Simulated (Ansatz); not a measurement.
Li2WS4:
```
CELL_PARAMETERS angstrom
     -2.95857     2.95857     4.43765
      2.95857    -2.95857     4.43765
      2.95857     2.95857    -4.43765
ATOMIC_POSITIONS crystal
  Li 0.50000 0.00000 0.50000
  Li 0.00000 0.50000 0.50000
  W  0.00000 0.00000 0.00000
  S  0.64543 0.07758 0.00000
  S  0.92242 0.92242 0.56785
  S  0.07758 0.64543 0.00000
  S  0.35457 0.35457 0.43215
```

Relaxed with LDA. Special points in fractions of this cell's reciprocal vectors: Γ (0.000, 0.000, 0.000); X (0.000, 0.000, 0.500); P (0.250, 0.250, 0.250); N (0.000, 0.500, 0.000); M (0.500, 0.500, -0.500); S (0.361, 0.639, -0.361); S0 (-0.361, 0.361, 0.361); R (-0.222, 0.222, 0.500); G (0.500, 0.500, -0.222).

Q: List the band energies nearest the valence-band maximum at these points for the program Ansatz at the LDA with spin–orbit coupling level (PAW).

A: In eV from the valence-band maximum; about four levels below and three above (degenerate sets whole), none deeper than 8.9 eV; points with the same levels are listed once.

| k | below | above |
|---|---|---|
| Γ | -1.05 -1.05 -1.04 -1.04 | 2.40 2.40 2.63 2.63 |
| X | -0.55 -0.55 0.00 0.00 | 2.61 2.61 2.74 2.74 |
| P | -0.19 -0.19 -0.18 -0.18 | 2.70 2.70 2.78 2.78 |
| N | -0.34 -0.34 -0.27 -0.27 | 2.10 2.10 2.66 2.66 |
| M | -0.35 -0.35 -0.34 -0.34 | 1.54 1.54 1.82 1.82 |
| S | -0.52 -0.50 -0.21 -0.19 | 1.86 1.90 2.16 |
| R | -0.47 -0.43 -0.23 -0.21 | 2.15 2.17 2.41 |

Space group I-42m. The first step of the workflow began from a Materials Project structure, measured or hypothetical; the Crystallography Open Database copy checked does not list it. Its standing as an ambient phase is unchecked. The cell was relaxed with LDA under the symmetry of its start; whether a distortion lowers the energy is not shown. No spin polarisation was allowed. A crystal of weakly bound layers computed without a dispersion correction: the cell and the soft elastic constants depend strongly on that.

Potentials: the later of the program's two PAW sets.
